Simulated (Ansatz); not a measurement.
Se (trigonal-Se type, space group P3_121)

```
Se
1.0
    9.05880     0.00000     0.00000
   -2.26470     3.92257     0.00000
    0.00000     0.00000     5.04244
Se
6
Direct
  0.10920   0.00000   0.83333
  0.60920   0.00000   0.83333
  0.00000   0.21841   0.16667
  0.50000   0.21841   0.16667
  0.39080   0.78159   0.50000
  0.89080   0.78159   0.50000
```

In each cell atom 1 (Se, nearest neighbour Se at 2.400 Å; its periodic images, 4.5 Å or more away, move with it) moves by s·(0.707, 0.707, 0.000) (along Cartesian [110]), the rest being held.

Level of theory: PBE (plane waves to 420 eV, PAW, scalar-relativistic; Ansatz, a first-principles code). k mesh 7×7×5 (Γ-centred), Fermi-Dirac smearing 0.05 eV. Energies are smeared free energies. As the smearing reaches across the gap at some points, energies and forces of such displacements shift with the k mesh and the smearing. Se was relaxed with its symmetry unable to fall. The PAW data are Ansatz's earlier set. The zero of ΔE is the undisplaced structure. The last digit holds for this mesh only.

```json
[
 {"s (Å)": "-0.720", "ΔE (meV/cell)": "withheld"},
 {"s (Å)": "-0.576", "ΔE (meV/cell)": "1038.7"},
 {"s (Å)": "-0.432", "ΔE (meV/cell)": "563.2"},
 {"s (Å)": "-0.288", "ΔE (meV/cell)": "240.1"},
 {"s (Å)": "-0.144", "ΔE (meV/cell)": "57.3"},
 {"s (Å)": "0.000", "ΔE (meV/cell)": "0.0"},
 {"s (Å)": "0.144", "ΔE (meV/cell)": "51.4"},
 {"s (Å)": "0.288", "ΔE (meV/cell)": "193.0"},
 {"s (Å)": "0.432", "ΔE (meV/cell)": "405.1"},
 {"s (Å)": "0.576", "ΔE (meV/cell)": "667.1"},
 {"s (Å)": "0.720", "ΔE (meV/cell)": "957.8"}
]
```

**Question.** Fit a polynomial form (powers 2, 3, 4) to the given rows and predict ΔE at s = -0.720.

**Answer.** Least squares on the 10 given rows: ΔE = (2618)·s² + (-972.1)·s³ + (-137.3)·s⁴, in meV/cell with s in Å; root-mean-square residual 0.50 meV/cell. At -0.720 the fit gives 1683.1 meV/cell; the calculation gives 1673.4 meV/cell, so the extrapolation is off by 9.7 (+0.6 %). The quadratic term alone would give 1357.2 meV/cell.

(A displaced cell: forces are minus the slopes of the energy, force constants its curvatures, and phonons follow from these.)
